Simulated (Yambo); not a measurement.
Yambo run on WS2 (space group P6_3/mmc, No. 194). The wavefunctions are PBEsol (pw.x of Quantum ESPRESSO, ONCV potentials, without SOC) ones on a 6×6×1 mesh (26 occupied bands); a = b = 3.1538 Å, c = 12.1383 Å, α = β = 90.00°, γ = 120.00°.

Yambo input:

```
rim_cut
gw0
dyson
el_el_corr
HF_and_locXC
ppa
em1d
RandQpts= 1000000
RandGvec= 1 Ry
EXXRLvcs= 74 Ry
VXCRLvcs= 296 Ry
Chimod= "HARTREE"
% BndsRnXp
 3 | 265 |
%
NGsBlkXp= 10 Ry
% LongDrXp
 1.0 | 1.0 | 1.0 |
%
PPAPntXp= 40 eV
% GbndRnge
 1 | 265 |
%
GTermKind= "BG"
DysSolver= "n"
ExtendOut
% QPkrange
 1 | 1 | 26 | 26 |
 5 | 5 | 27 | 27 |
 7 | 7 | 26 | 27 |
%
```

k points by index: 1 = Γ, 5 = (0.167, 0.167, 0), 7 = K.

The o-*.qp file then holds:

```
#    K-point    Band    Eo [eV]    E [eV]    E-Eo [eV]    Vxc [eV]    Vnlxc [eV]    Sc|Eo [eV]    Sc|E [eV]    dSc/dw|Eo [eV]    Re(Z)    Im(Z)
#
    1    26    0.000000    -0.199524    -0.199524    -15.55762    -15.94115    0.133269    0.184008    -6.918876    0.797279    -0.001118
    5    27    0.845679    1.041497    0.195819    -14.23573    -10.20305    -3.789605    -3.836864    -6.565025    0.805631    -0.001082
    7    26    -0.575520    -0.744076    -0.168555    -15.42754    -15.82441    0.186267    0.228308    -6.785778    0.800400    -0.001102
    7    27    1.241375    1.642625    0.401250    -16.36349    -11.98492    -3.878086    -3.977320    -6.728554    0.801750    -0.001097
```
(The two width columns are left out.) Convergence of these settings isn't established.

Geometry relaxed with PBE+D3(BJ).
